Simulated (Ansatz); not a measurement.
AlN:
```xyz
4
Lattice="2.8254 0.0000 0.0000 -1.4127 2.4469 0.0000 0.0000 0.0000 4.8356" Properties=species:S:1:pos:R:3 pbc="T T T"
Al     0.0000     0.0000     0.0000
Al     0.0000     0.0000     2.4178
N      0.0000     1.6313     1.2089
N      1.4127     0.8156     3.6267
```

This is the HSE06-relaxed structure.

All from plane-wave PAW HSE06 (Ansatz code), unless another level is named. Estimate the smallest direct gap on the standard path.

6.77 eV.

Predict the band gap.

6.32 eV (indirect).

Give the conduction-band minimum.

on the L–M line, 36 % of the way from L (6 equivalent valleys).

Predict the valence-band maximum.

at Γ.

Space group P6_3/mmc (NiAs type). The cell is a constructed one: a structure type filled with these elements; the Crystallography Open Database copy checked does not list it. It is not the phase usual at ambient conditions (space group No. 186, 216). The cell was relaxed with HSE06 under the symmetry of its start; its stability against distortions is not shown here. The hybrid was solved on a coarse mesh, the path and, where they were found, the r²SCAN edge points; its band edges are the extreme levels among these.

Potentials: the later of the program's two PAW sets.
